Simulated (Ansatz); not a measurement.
The calculation used Ansatz 0.2.0, DFT PBE, scalar-relativistic, plane waves, PAW. Settings: cutoff 420 eV, Γ-centred meshes spaced at most about 0.3 Å⁻¹, and about 0.25 Å⁻¹ or finer for metals (2π included), Gaussian smearing. No spin polarisation in the final relaxations.

Temperature and zero-point effects are left out. All come from trial cells, and lower structures may exist.

Question: Order these relaxed structures of SiGe5 by energy, lowest first, with the energy over the lowest of them.
A.

```
Si Ge
1.0
     6.54341    0.00000    0.00000
     0.00000    6.54341    0.00000
     0.00000    0.00000    3.44447
Si Ge
1 5
Direct
  0.00000 0.00000 0.00000
  0.79257 0.79257 0.50000
  0.20743 0.20743 0.50000
  0.20743 0.79257 0.50000
  0.79257 0.20743 0.50000
  0.50000 0.50000 0.50000
```

B.

```
Si Ge
1.0
     0.00000    3.90027    3.90027
     3.90027    0.00000    3.90027
     3.90027    3.90027    0.00000
Si Ge
1 5
Cartesian
  0.0000 0.0000 0.0000
  5.8504 5.8504 5.8504
  4.8769 2.9237 4.8769
  4.8769 4.8769 2.9237
  2.9237 4.8769 4.8769
  2.9237 2.9237 2.9237
```

C.

```
Si Ge
1.0
     4.84346    0.00000    0.00000
    -2.42173    4.19456    0.00000
     0.00000    0.00000    5.53559
Si Ge
1 5
Direct
  0.00000 0.00000 0.50000
  0.66667 0.33333 0.74591
  0.00000 0.00000 0.00000
  0.66667 0.33333 0.25409
  0.33333 0.66667 0.25409
  0.33333 0.66667 0.74591
```

D.

```
Si Ge
1.0
    -2.87795    2.87795    3.76889
     2.87795   -2.87795    3.76889
     2.87795    2.87795   -3.76889
Si Ge
1 5
Direct
  0.50000 0.50000 0.00000
  0.00000 0.00000 0.50000
  0.50000 0.50000 0.50000
  0.00000 0.50000 0.00000
  0.50000 0.00000 0.00000
  0.00000 0.00000 0.00000
```

Answer: D (0 meV/atom), C (27 meV/atom), A (80 meV/atom), B (174 meV/atom). Forms: D I4/mmm; C P6/mmm; A P4/mmm; B F-43m. Counting Ge atoms around Si (those within 1.25 times the shortest such distance or 1.15 times the sum of covalent radii, 1.27 where that leaves under three; a plus sign parts nearer from farther groups; the shortest distance is added where it exceeds 1.18 times the sum of covalent radii): D has Si 8 from 2.8 Å; C has Si 2+12 from 2.8 Å; A has Si 8; B has Si 16 from 3.2 Å. Even the lowest lies +0.38 eV/atom against the elements.

Cells relaxed within their symmetry can be saddle points. Some candidate types were left out of the draw beforehand, so a known form may be missing.
